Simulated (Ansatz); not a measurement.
Relaxed-ion elastic tensor of Os (hcp (Mg type), space group No. 194) in GPa (Voigt order), the program Ansatz at the LDA level (PAW); density 23.06 g/cm³, 13.70 Å³ per atom.

```
816  252  247  0.0  0.0  0.0
252  816  247  0.0  0.0  0.0
247  247  914  0.0  0.0  0.0
0.0  0.0  0.0  283  0.0  0.0
0.0  0.0  0.0  0.0  283  0.0
0.0  0.0  0.0  0.0  0.0  282
```

**Question.** Is the crystal mechanically stable?

**Answer.** Yes: the smallest eigenvalue of C is 282 GPa.

**Question.** Work out the Voigt, Reuss and Hill averages.

**Answer.** K_V = 449, K_R = 448, K_H = 448; G_V = 289, G_R = 289, G_H = 289 GPa.

**Question.** Give Young's modulus, Poisson's ratio, Pugh's ratio and the universal anisotropy index.

**Answer.** E = 9KG/(3K + G) = 714 GPa; ν = 0.23; K/G = 1.55 (brittle by the Pugh limit of 1.75); A_U = 5G_V/G_R + K_V/K_R − 6 = 0.02.

**Question.** Estimate the sound speeds and the Debye temperature.

**Answer.** v_l = √((K + 4G/3)/ρ) = 6010 m/s, v_t = √(G/ρ) = 3540 m/s, mean 3920 m/s; Θ = (h/k)(3n/4πV)^(1/3) v_m = 488 K.

**Question.** How much does each axis shrink under pressure?

**Answer.** Linear compressibilities β_i = Σ_j S_ij (j = 1 to 3): x 0.78, y 0.78, z 0.67 per TPa.

Space group P6_3/mmc (hcp (Mg type)). The LDA relaxation kept the symmetry of its start. No spin polarisation was allowed. As this level gives no gap, shear constants depend on the k-mesh and smearing (Fermi–Dirac, 0.1 eV here). Spin–orbit coupling is left out wherever it is not named.

Potentials: the later of the program's two PAW sets.
